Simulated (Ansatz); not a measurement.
**AgB$_{2}$ from its elements: all-electron against pseudopotential results**

```
CELL_PARAMETERS angstrom
3.02118 0.00000 0.00000
-1.51059 2.61642 0.00000
0.00000 0.00000 4.06266
ATOMIC_POSITIONS crystal
Ag 0.00000 0.00000 0.00000
B 0.33333 0.66667 0.50000
B 0.66667 0.33333 0.50000
```

The cell comes from a relaxation on PAW files under the same functional, begun from a database entry that needn't be the ground state.

All numbers are PBE results (scalar-relativistic) from Ansatz 0.2.0, with a Γ-centred 14×14×11 k mesh, Fermi–Dirac smearing of 0.05 eV, no spin polarisation. Methods: LAPW: all electrons, basis error target 0.5 meV/atom; PAW: frozen-core files, cutoff 420 eV.

The elements are taken as Ag fcc, B alpha-B12, each relaxed on PAW files under the same functional and computed by the same method as the compound; zero-point and thermal terms are left out.

The relaxed volume lies +27 % from the database entry's, so this cell isn't the real material's; missing dispersion or a faulty entry can cause that.

Question: Give the formation energy by each method, with the residual pressure at this cell and the LAPW gap.

Answer: 

```tsv
method	ΔE(formation) (eV/atom)	P at this cell (GPa)	gap (eV)
LAPW	0.520	-0.06	0.00
PAW	0.519	-0.01	–
```

Question: Give the LAPW value for one formula unit in kJ/mol.

Answer: 0.520 eV/atom × 3 atoms × 96.485 kJ/(mol·eV) = 150.5 kJ/mol, at zero temperature and without zero-point motion.

Question: How does the cell move when LAPW relaxes it further?

Answer: The volume goes from 10.705 to 10.701 Å³/atom (-0.03 %).
